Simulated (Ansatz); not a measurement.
An Ansatz (a program for electronic structure) run. Input:

Ansatz 0.2 input:
```yaml
crystal:
  lattice:
    - [3.047740372, 0.0, 0.0]
    - [-1.523870186, 2.6394205863, 0.0]
    - [0.0, 0.0, 7.0063598064]
  atoms:
    - { symbol: Ir, position: [0.6666666667, 0.3333333333, 0.75] }
    - { symbol: Ir, position: [0.3333333333, 0.6666666667, 0.25] }
    - { symbol: B, position: [0.6666666667, 0.3333333333, 0.4400255398] }
    - { symbol: B, position: [0.3333333333, 0.6666666667, 0.5599744602] }
    - { symbol: B, position: [0.3333333333, 0.6666666667, 0.9400255398] }
    - { symbol: B, position: [0.6666666667, 0.3333333333, 0.0599744602] }
kpoints:
  mp_grid: { grid: [27, 27, 10] }
hamiltonian:
  xc: pbesol
  pseudopotentials: { azcp: { folder: ./paw }, kind: paw }
scf:
  occupations: { method: fermi_dirac, width: 0.1 }
elastic: { mode: relaxed_ion, stencil: two_point, amplitude: 0.005, f_tol: 0.0005 }
```

Output (shortened):

```
Pseudopotential: Ir, paw, valence charge 17
Pseudopotential: B, paw, valence charge 3
Functional definition: PBEsol
Crystal: 6 atoms, lattice volume = 56.361 Å³
Basis set: ecut = 420 eV, 1079 PW (Γ), exchange–correlation on 48×48×96 points (8 copies of the dense FFT grid, shifted against one another)
Bands: 29, of which v1, the nominal top of the filled ones, is band 23 counted from 1 (22 counted from 0)
Symmetry: 24 space group operations
Space group: P63/mmc (ITA 194), of the structure as read, at distance tolerance 3.8e-5 Å
k-points: 450 of 7290
SCF 1 converged in 11 iterations: F = -24212.099358 eV  dr2 = 6.87e-15
relax step   1: F+E_penalty+E_count = -24212.09935803 eV  Δ(F+E_penalty+E_count) = +0.000e0 eV  max|allowed force component| = 4.750e-2 eV/Å  Δτ_max = 0.0000 Å  (11 SCF iters, accepted)
Crystal: 6 atoms, lattice volume = 56.361 Å³
SCF 2 converged in 9 iterations: F = -24212.099547 eV  dr2 = 6.10e-15
relax step   2: F+E_penalty+E_count = -24212.09954743 eV  Δ(F+E_penalty+E_count) = -1.894e-4 eV  max|allowed force component| = 2.910e-2 eV/Å  Δτ_max = 0.0012 Å  (9 SCF iters, accepted)
Crystal: 6 atoms, lattice volume = 56.361 Å³
SCF 3 converged in 8 iterations: F = -24212.099661 eV  dr2 = 2.85e-14
relax step   3: F+E_penalty+E_count = -24212.09966098 eV  Δ(F+E_penalty+E_count) = -1.136e-4 eV  max|allowed force component| = 7.286e-5 eV/Å  Δτ_max = 0.0020 Å  (8 SCF iters, accepted)
Crystal: 6 atoms, lattice volume = 56.361 Å³
SCF 4 converged in 12 iterations: F = -24212.099661 eV  dr2 = 1.33e-18
Crystal: 6 atoms, lattice volume = 56.079 Å³
Symmetry: 8 space group operations
k-points: 1176 of 7290
SCF 5 converged in 10 iterations: F = -24212.098431 eV  dr2 = 1.37e-14
relax step   1: F+E_penalty+E_count = -24212.09843126 eV  Δ(F+E_penalty+E_count) = +0.000e0 eV  max|allowed force component| = 4.637e-2 eV/Å  Δτ_max = 0.0000 Å  (10 SCF iters, accepted)
Crystal: 6 atoms, lattice volume = 56.079 Å³
SCF 6 converged in 9 iterations: F = -24212.098637 eV  dr2 = 6.75e-15
relax step   2: F+E_penalty+E_count = -24212.09863665 eV  Δ(F+E_penalty+E_count) = -2.054e-4 eV  max|allowed force component| = 4.937e-2 eV/Å  Δτ_max = 0.0054 Å  (9 SCF iters, accepted)
Crystal: 6 atoms, lattice volume = 56.079 Å³
SCF 7 converged in 7 iterations: F = -24212.098795 eV  dr2 = 2.91e-14
relax step   3: F+E_penalty+E_count = -24212.09879509 eV  Δ(F+E_penalty+E_count) = -1.584e-4 eV  max|allowed force component| = 2.198e-3 eV/Å  Δτ_max = 0.0033 Å  (7 SCF iters, accepted)
Crystal: 6 atoms, lattice volume = 56.079 Å³
SCF 8 converged in 11 iterations: F = -24212.098796 eV  dr2 = 0.0
relax step   4: F+E_penalty+E_count = -24212.09879645 eV  Δ(F+E_penalty+E_count) = -1.362e-6 eV  max|allowed force component| = 2.812e-4 eV/Å  Δτ_max = 0.0003 Å  (11 SCF iters, accepted)
Crystal: 6 atoms, lattice volume = 56.079 Å³
SCF 9 converged in 11 iterations: F = -24212.098796 eV  dr2 = 7.09e-19
Crystal: 6 atoms, lattice volume = 56.643 Å³
Basis set: ecut = 420 eV, 1095 PW (Γ), exchange–correlation on 48×48×96 points (8 copies of the dense FFT grid, shifted against one another)
SCF 10 converged in 10 iterations: F = -24212.097286 eV  dr2 = 5.57e-14
relax step   1: F+E_penalty+E_count = -24212.09728604 eV  Δ(F+E_penalty+E_count) = +0.000e0 eV  max|allowed force component| = 4.376e-2 eV/Å  Δτ_max = 0.0000 Å  (10 SCF iters, accepted)
Crystal: 6 atoms, lattice volume = 56.643 Å³
SCF 11 converged in 8 iterations: F = -24212.097623 eV  dr2 = 5.21e-14
relax step   2: F+E_penalty+E_count = -24212.09762345 eV  Δ(F+E_penalty+E_count) = -3.374e-4 eV  max|allowed force component| = 6.946e-4 eV/Å  Δτ_max = 0.0028 Å  (8 SCF iters, accepted)
Crystal: 6 atoms, lattice volume = 56.643 Å³
SCF 12 converged in 10 iterations: F = -24212.097624 eV  dr2 = 0.0
relax step   3: F+E_penalty+E_count = -24212.09762353 eV  Δ(F+E_penalty+E_count) = -8.059e-8 eV  max|allowed force component| = 5.619e-6 eV/Å  Δτ_max = 0.0001 Å  (10 SCF iters, accepted)
Crystal: 6 atoms, lattice volume = 56.643 Å³
SCF 13 converged in 11 iterations: F = -24212.097624 eV  dr2 = 0.0
Crystal: 6 atoms, lattice volume = 56.079 Å³
SCF 14 converged in 10 iterations: F = -24212.094396 eV  dr2 = 2.76e-14
relax step   1: F+E_penalty+E_count = -24212.09439623 eV  Δ(F+E_penalty+E_count) = +0.000e0 eV  max|allowed force component| = 6.386e-2 eV/Å  Δτ_max = 0.0000 Å  (10 SCF iters, accepted)
Crystal: 6 atoms, lattice volume = 56.079 Å³
SCF 15 converged in 9 iterations: F = -24212.094920 eV  dr2 = 4.04e-15
relax step   2: F+E_penalty+E_count = -24212.09491979 eV  Δ(F+E_penalty+E_count) = -5.236e-4 eV  max|allowed force component| = 2.610e-3 eV/Å  Δτ_max = 0.0043 Å  (9 SCF iters, accepted)
Crystal: 6 atoms, lattice volume = 56.079 Å³
SCF 16 converged in 7 iterations: F = -24212.094921 eV  dr2 = 3.38e-15
relax step   3: F+E_penalty+E_count = -24212.09492068 eV  Δ(F+E_penalty+E_count) = -8.803e-7 eV  max|allowed force component| = 8.396e-6 eV/Å  Δτ_max = 0.0002 Å  (7 SCF iters, accepted)
Crystal: 6 atoms, lattice volume = 56.079 Å³
SCF 17 converged in 11 iterations: F = -24212.094921 eV  dr2 = 4.18e-18
Crystal: 6 atoms, lattice volume = 56.643 Å³
SCF 18 converged in 10 iterations: F = -24212.097268 eV  dr2 = 2.75e-14
relax step   1: F+E_penalty+E_count = -24212.09726788 eV  Δ(F+E_penalty+E_count) = +0.000e0 eV  max|allowed force component| = 5.957e-2 eV/Å  Δτ_max = 0.0000 Å  (10 SCF iters, accepted)
Crystal: 6 atoms, lattice volume = 56.643 Å³
SCF 19 converged in 9 iterations: F = -24212.097760 eV  dr2 = 3.35e-15
relax step   2: F+E_penalty+E_count = -24212.09775964 eV  Δ(F+E_penalty+E_count) = -4.918e-4 eV  max|allowed force component| = 4.281e-3 eV/Å  Δτ_max = 0.0038 Å  (9 SCF iters, accepted)
Crystal: 6 atoms, lattice volume = 56.643 Å³
SCF 20 converged in 7 iterations: F = -24212.097762 eV  dr2 = 1.28e-14
relax step   3: F+E_penalty+E_count = -24212.09776219 eV  Δ(F+E_penalty+E_count) = -2.542e-6 eV  max|allowed force component| = 1.419e-5 eV/Å  Δτ_max = 0.0003 Å  (7 SCF iters, accepted)
Crystal: 6 atoms, lattice volume = 56.643 Å³
SCF 21 converged in 9 iterations: F = -24212.097762 eV  dr2 = 1.16e-15
Crystal: 6 atoms, lattice volume = 56.361 Å³
Symmetry: 4 space group operations
k-points: 1904 of 7290
SCF 22 converged in 9 iterations: F = -24212.098982 eV  dr2 = 1.71e-14
relax step   1: F+E_penalty+E_count = -24212.09898152 eV  Δ(F+E_penalty+E_count) = +0.000e0 eV  max|allowed force component| = 2.258e-2 eV/Å  Δτ_max = 0.0000 Å  (9 SCF iters, accepted)
Crystal: 6 atoms, lattice volume = 56.361 Å³
SCF 23 converged in 7 iterations: F = -24212.099050 eV  dr2 = 3.98e-15
relax step   2: F+E_penalty+E_count = -24212.09905035 eV  Δ(F+E_penalty+E_count) = -6.883e-5 eV  max|allowed force component| = 7.001e-3 eV/Å  Δτ_max = 0.0012 Å  (7 SCF iters, accepted)
Crystal: 6 atoms, lattice volume = 56.361 Å³
SCF 24 converged in 6 iterations: F = -24212.099057 eV  dr2 = 5.81e-14
relax step   3: F+E_penalty+E_count = -24212.09905738 eV  Δ(F+E_penalty+E_count) = -7.029e-6 eV  max|allowed force component| = 8.586e-4 eV/Å  Δτ_max = 0.0005 Å  (6 SCF iters, accepted)
Crystal: 6 atoms, lattice volume = 56.361 Å³
SCF 25 converged in 10 iterations: F = -24212.099057 eV  dr2 = 0.0
relax step   4: F+E_penalty+E_count = -24212.09905742 eV  Δ(F+E_penalty+E_count) = -4.211e-8 eV  max|allowed force component| = 3.869e-4 eV/Å  Δτ_max = 0.0001 Å  (10 SCF iters, accepted)
Crystal: 6 atoms, lattice volume = 56.361 Å³
SCF 26 converged in 11 iterations: F = -24212.099057 eV  dr2 = 2.80e-19
Crystal: 6 atoms, lattice volume = 56.361 Å³
SCF 27 converged in 9 iterations: F = -24212.098982 eV  dr2 = 1.70e-14
relax step   1: F+E_penalty+E_count = -24212.09898152 eV  Δ(F+E_penalty+E_count) = +0.000e0 eV  max|allowed force component| = 2.258e-2 eV/Å  Δτ_max = 0.0000 Å  (9 SCF iters, accepted)
Crystal: 6 atoms, lattice volume = 56.361 Å³
SCF 28 converged in 7 iterations: F = -24212.099057 eV  dr2 = 2.23e-14
relax step   2: F+E_penalty+E_count = -24212.09905723 eV  Δ(F+E_penalty+E_count) = -7.571e-5 eV  max|allowed force component| = 8.712e-4 eV/Å  Δτ_max = 0.0017 Å  (7 SCF iters, accepted)
Crystal: 6 atoms, lattice volume = 56.361 Å³
SCF 29 converged in 10 iterations: F = -24212.099057 eV  dr2 = 1.13e-18
relax step   3: F+E_penalty+E_count = -24212.09905743 eV  Δ(F+E_penalty+E_count) = -1.941e-7 eV  max|allowed force component| = 7.916e-5 eV/Å  Δτ_max = 0.0001 Å  (10 SCF iters, accepted)
Crystal: 6 atoms, lattice volume = 56.361 Å³
SCF 30 converged in 11 iterations: F = -24212.099057 eV  dr2 = 1.64e-19
SCF converged after 12 iterations
Stability not checked: this state was not tested for a lower state beside it, because too few of the mixer's solves of this state at the end of the SCF gave a …
Free energy (F): -24212.099661 eV
Harris-Foulkes:  -24212.099661 eV  (|F-HF|=2.18e-11)
Internal energy: -24212.023658 eV  (E = F + TS)
E sigma→0 (E₀):  -24212.061659 eV
Entropy (-TS):   -0.076003 eV (-12.667 meV/atom)
Fermi energy:    18.499513 eV
--- Per-component energies (eV) ---
  E_band       = -301.706579
  E_kinetic    = 1277.150009
  E_local      = -3227.895502  (includes V_loc(G=0)·N_el)
  E_nonlocal   = 417.608502
  E_hartree    = 1238.122473
  E_xc         = -589.594271
  E_vxc        = -668.337872  (∫ρ·V_xc dr)
  E_paw        = -18560.329547  (= ΣΔE_a)
  E_vpaw       = -576.477354  (= ΣTr[D̂ρ^β])
  E_aug_tail   = 0.000691  (compensation charges beyond the density's cutoff)
  E_ewald      = -4767.675553
  E_core_change = 0.589540  (= ΣΔE_core)
  E_smearing   = -0.076003  (= −TS)
  E_closure    = 0.000000  (closes the sum)
  Σ components = -24212.099661   (vs F -24212.099661, Δ=0.00e0)
--- Forces (eV/Å), atoms counted from 1 ---
  atom   1  Ir     0.00000000     0.00000000     0.00000000
  atom   2  Ir     0.00000000     0.00000000     0.00000000
  atom   3  B      0.00000000     0.00000000    -0.00007285
  atom   4  B      0.00000000     0.00000000     0.00007285
  atom   5  B      0.00000000     0.00000000    -0.00007285
  atom   6  B      0.00000000     0.00000000     0.00007285
  max |Σ_I F_I| component: 1.85e-17 eV/Å
--- Stress (GPa, compression-positive) ---
       -0.330494       0.000000       0.000000
        0.000000      -0.330494       0.000000
        0.000000       0.000000       0.784923
  P = ⅓ Tr σ = 0.0413 GPa (0.413 kbar)
--- Band table (eV; the first three rows and the last of 450) ---
  k-point 0: bands = ["-74.7712", "-74.7710", "-31.9173", "-31.9005", "-31.4128", "-31.4128", "-31.4113", "-31.4113", "3.6653", "6.3362", "7.6269", "10.3285", "13.4330", "13.5696", "13.5696", "13.6486", "13.6486", "13.8384", "13.8384", "15.4177", "15.4408", …
  k-point 1: bands = ["-74.7712", "-74.7710", "-31.9169", "-31.9009", "-31.4128", "-31.4128", "-31.4113", "-31.4113", "3.7012", "6.1365", "7.8380", "10.3017", "13.4623", "13.5609", "13.5609", "13.5939", "13.5939", "13.9255", "13.9255", "15.3486", "15.4069", …
  k-point 2: bands = ["-74.7712", "-74.7710", "-31.9157", "-31.9021", "-31.4127", "-31.4127", "-31.4114", "-31.4114", "3.8082", "5.7348", "8.2699", "10.2187", "13.5213", "13.5213", "13.5373", "13.5373", "13.5521", "14.0934", "14.0934", "15.1539", "15.3084", …
  k-point 449: bands = ["-74.7617", "-74.7617", "-31.8802", "-31.8802", "-31.5489", "-31.5489", "-31.5383", "-31.5383", "8.2941", "8.2941", "9.5740", "9.5740", "10.4232", "10.4232", "12.6514", "12.6514", "13.2246", "13.2246", "14.2659", "14.2659", "17.3037", …
--- Elastic constants: 3 strain directions × 2 members + reference (group order 24) ---
  dense FFT box of the reference and of every strained cell: 24×24×48
  strains applied: 11, 33, 23; error gains …
  reference relaxed by the batch: 3 steps …
  largest displacement 3.2e-3 Å; the constants are those of the deck's cell at these positions:
  atoms:
    - { symbol: Ir, position: [0.6666666666666666, 0.33333333333333337, 0.7500000000000001] }
    - { symbol: Ir, position: [0.33333333333333337, 0.6666666666666667, 0.25000000000000006] }
    - { symbol: B, position: [0.6666666666666666, 0.33333333333333337, 0.4404809924022179] }
    - { symbol: B, position: [0.33333333333333337, 0.6666666666666667, 0.5595190075977822] }
    - { symbol: B, position: [0.33333333333333337, 0.6666666666666667, 0.9404809924022179] }
    - { symbol: B, position: [0.6666666666666666, 0.33333333333333337, 0.059519007597782156] }
  C = ∂σ_k/∂η_j (tension-positive GPa; Voigt order 11 22 33 23 13 12):
       329.651    213.741    260.712      0.000      0.000      0.000
       213.741    329.651    260.712      0.000      0.000      0.000
       261.868    261.868    755.096      0.000      0.000      0.000
         0.000      0.000      0.000    136.876      0.000      0.000
         0.000      0.000      0.000      0.000    136.876      0.000
         0.000      0.000      0.000      0.000      0.000     57.955
  reference stress σ⁰ (GPa):      0.330      0.330     -0.785      0.000      0.000      0.000
  moduli (Voigt/Reuss/Hill, GPa): K = 320.78/271.48/296.13   G = 111.55/89.04/100.30   E = 270.36   ν = 0.348
  mechanically stable: yes (min eigenvalue of sym C = 57.95 GPa)
  strain η (Voigt 11):  stress-route row diagonal C_11 = 329.65 GPa, energy-path curvature d²(F+E_count+ΔE)/dδ²/Ω₀ = 329.75 GPa
         δ    σ_11 (GPa)             F (eV)   n_scf  n_hpsi   n_pw
    -5.000e-3      -1.3098      -24212.0987965      11  611270   1118   relax 4 steps, max|allowed force component| 2.81e-4 eV/Å
     5.000e-3       1.9867      -24212.0976235      11  618945   1128   relax 3 steps, max|allowed force component| 5.62e-6 eV/Å
  strain η (Voigt 33):  stress-route row diagonal C_33 = 755.10 GPa, energy-path curvature d²(F+E_count+ΔE)/dδ²/Ω₀ = 755.05 GPa
         δ    σ_33 (GPa)             F (eV)   n_scf  n_hpsi   n_pw
    -5.000e-3      -4.6306      -24212.0949207      11  232672   1114   relax 3 steps, max|allowed force component| 8.40e-6 eV/Å
     5.000e-3       2.9204      -24212.0977622       9  206515   1130   relax 3 steps, max|allowed force component| 1.42e-5 eV/Å
  strain η (Voigt 23):  stress-route row diagonal C_44 = 136.88 GPa, energy-path curvature d²(F+E_count+ΔE)/dδ²/Ω₀ = 137.00 GPa
         δ    σ_23 (GPa)             F (eV)   n_scf  n_hpsi   n_pw
    -5.000e-3      -0.6844      -24212.0990574      11  998905   1123   relax 4 steps, max|allowed force component| 3.87e-4 eV/Å
     5.000e-3       0.6844      -24212.0990574      11  998682   1123   relax 3 steps, max|allowed force component| 7.92e-5 eV/Å
```

Cost: very roughly 26 core-minutes on shared cores.

Space group P6_3/mmc. The start of the workflow was typed in or built on a structure type; neither database checked (COD, Materials Project) lists it. Whether it is the stable phase at ambient conditions was not checked. Symmetry was held in the PBEsol relaxation; its stability against distortions is not shown here. No spin polarisation was allowed. As this level gives no gap, shear constants depend on the k-mesh and smearing (Fermi–Dirac, 0.1 eV here). On the denser mesh and wider smearing of the elastic run this cell carries a stress of 0.8 GPa. Spin–orbit coupling is left out wherever it is not named.

Potentials: the earlier of the program's two PAW sets. The files were generated under PBE; for other functionals the program regenerates the frozen cores, and for LDA and PBEsol the local potential too.

Ansatz is a plane-wave DFT program.
